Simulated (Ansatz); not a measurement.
Values for one crystal, relaxed and computed with r²SCAN (plane waves, PAW; program Ansatz); other levels are named.

```yaml
volume_per_atom: 17.58 Å³
electronic_character: metallic (no gap)
Density of states at the Fermi level: 0.86 states/eV per atom (mean over ±0.08 eV)
Formation energy from the elements (no fitted shifts): 54 kJ/mol-atom
```

Q: Pick the material that matches.
A. Ru3W, Cu3Au type
B. ZrTa, L1₀ or tetragonal B2
C. TaW, Cmcm (Ta on 4c, W on 4c)
D. TiNi, Cmcm (Ti on 4c, Ni on 4c)

A: C, TaW, Cmcm (Ta on 4c, W on 4c)

The start of the workflow was typed in or built on a structure type; neither database checked (COD, Materials Project) lists it. Its standing as an ambient phase is unchecked. The cell was relaxed with r²SCAN under the symmetry of its start; its stability against distortions is not shown here. No spin polarisation was allowed. Its formation energy is positive at this level, so the cell may be metastable or incomplete. The references are the lowest solids computed at this level, not always the standard phases. Scalar-relativistic: spin–orbit coupling is off unless named, which matters more the heavier the elements.

Potentials: the earlier of the program's two PAW sets.
